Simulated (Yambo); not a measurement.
Yambo run on CdS (zinc blende, space group F-43m, No. 216). The wavefunctions are PBEsol (pw.x of Quantum ESPRESSO, ONCV potentials, without SOC) ones on a 4×4×4 mesh (13 occupied bands); a = 4.1188 Å, b = 4.1188 Å, c = 4.1188 Å, α = 60.00°, β = 60.00°, γ = 60.00°.

Yambo input:

```
rim_cut
gw0
dyson
el_el_corr
HF_and_locXC
ppa
em1d
RandQpts= 1000000
RandGvec= 1 Ry
EXXRLvcs= 102 Ry
VXCRLvcs= 408 Ry
Chimod= "HARTREE"
% BndsRnXp
 5 | 118 |
%
NGsBlkXp= 4 Ry
% LongDrXp
 1.0 | 1.0 | 1.0 |
%
PPAPntXp= 27.2114 eV
% GbndRnge
 1 | 118 |
%
GTermKind= "BG"
DysSolver= "n"
ExtendOut
% QPkrange
 1 | 1 | 13 | 14 |
%
```

k points by index: 1 = Γ.

Resulting energies as the program prints them:

```
#    K-point    Band    Eo [eV]    E [eV]    E-Eo [eV]    Vxc [eV]    Vnlxc [eV]    Sc|Eo [eV]    Sc|E [eV]    dSc/dw|Eo [eV]    Re(Z)    Im(Z)
#
    1    13    0.000000    -0.739208    -0.739208    -15.31103    -18.38040    2.133555    2.330158    -7.236253    0.789932    -0.001374
    1    14    1.012379    1.369440    0.357061    -10.79831    -6.797991    -3.562864    -3.643253    -6.124630    0.816274    -0.001257
```
(The two width columns are left out.) Convergence of these settings isn't established.

Geometry relaxed with PBEsol.
